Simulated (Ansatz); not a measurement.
Relaxed-ion elastic tensor of SrZrO3 (cubic perovskite, Pm-3m) in GPa (Voigt order), DFT-LDA in the program Ansatz with PAW potentials; density 5.48 g/cm³, 13.74 Å³ per atom.

```
 372  79.1  79.1   0.0   0.0   0.0
79.1   372  79.1   0.0   0.0   0.0
79.1  79.1   372   0.0   0.0   0.0
 0.0   0.0   0.0  75.7   0.0   0.0
 0.0   0.0   0.0   0.0  75.7   0.0
 0.0   0.0   0.0   0.0   0.0  75.7
```

**Question.** Is the crystal mechanically stable?

**Answer.** Yes: the smallest eigenvalue of C is 75.7 GPa.

**Question.** Work out the Voigt, Reuss and Hill averages.

**Answer.** K_V = 177, K_R = 177, K_H = 177; G_V = 104, G_R = 93.8, G_H = 98.9 GPa.

**Question.** Give Young's modulus, Poisson's ratio, Pugh's ratio and the universal anisotropy index.

**Answer.** E = 9KG/(3K + G) = 250 GPa; ν = 0.26; K/G = 1.79 (near the Pugh limit of 1.75, no verdict); A_U = 5G_V/G_R + K_V/K_R − 6 = 0.54.

**Question.** Estimate the sound speeds and the Debye temperature.

**Answer.** v_l = √((K + 4G/3)/ρ) = 7500 m/s, v_t = √(G/ρ) = 4250 m/s, mean 4720 m/s; Θ = (h/k)(3n/4πV)^(1/3) v_m = 587 K.

**Question.** Give the Zener ratio and Young's modulus along [100], [110] and [111].

**Answer.** A = 2C44/(C11 − C12) = 0.52; 1/E = S11 − 2(S11 − S12 − S44/2)Γ with Γ = 0, 1/4, 1/3 gives 344, 222, 199 GPa.

**Question.** Solve the Christoffel equation for the three sound speeds along [100], [110], [111].

**Answer.** Eigenvalues of C_ijkl n_j n_l equal ρv². In km/s, slowest first: [100] 3.72, 3.72, 8.23; [110] 3.72, 5.17, 7.41; [111] 4.73, 4.73, 7.12.

The workflow started from a Materials Project entry (that database holds measured and hypothetical structures alike); the Crystallography Open Database files this formula in space group No. 221, but the cells were not matched. Its standing as an ambient phase is unchecked. Symmetry was held in the LDA relaxation. At this level the phase is dynamically unstable (imaginary phonons). No spin polarisation was allowed.

Potentials: the later of the program's two PAW sets.
